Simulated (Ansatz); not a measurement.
AlGaAs2 in space group P-4m2 (No. 115; Ga on 1a, As on 2g, Al on 1c), PBEsol (plane waves, PAW; program Ansatz). The conduction-band minimum lies at Γ, with 1 equivalent valley. Second derivatives d²E/dk² of the lowest band at one valley (eV·Å²), along Cartesian directions:

```tsv
direction	d²E/dk²
[100]	110.3
[010]	110.3
[001]	71.66
[110]	110.6
[101]	90.90
[011]	90.90
```

Find the principal effective masses, the density-of-states mass and the conductivity mass.

Off-diagonal terms follow from H_xy = H[110] − (H_xx + H_yy)/2, and m*/mₑ = 7.620 eV·Å² over each eigenvalue: 0.069, 0.069, 0.11. One valley's DOS mass (m₁m₂m₃)^(1/3) = 0.080, conductivity mass 3/(Σ 1/mᵢ) = 0.078 mₑ.

What effective density of states Nc follows at 300 K for parabolic valleys?

Nc = 2.509e19 × 1 × (0.080)^(3/2) ≈ 5.7e17 cm⁻³.

With the computed static dielectric constant 13.5 (mean of the diagonal), estimate a hydrogenic donor's binding energy and radius.

E = 13.606 eV × 0.078/13.5² ≈ 5.8 meV; a = 0.529 Å × ε/m* ≈ 92 Å. Semilocal masses tend to be too small when the gap is underestimated.

The start of the workflow was typed in or built on a structure type; neither database checked (COD, Materials Project) lists it. Whether it is the stable phase at ambient conditions was not checked. The cell was relaxed with PBEsol under the symmetry of its start; whether a distortion lowers the energy is not shown. Spin–orbit coupling is left out wherever it is not named.

Potentials: the later of the program's two PAW sets.
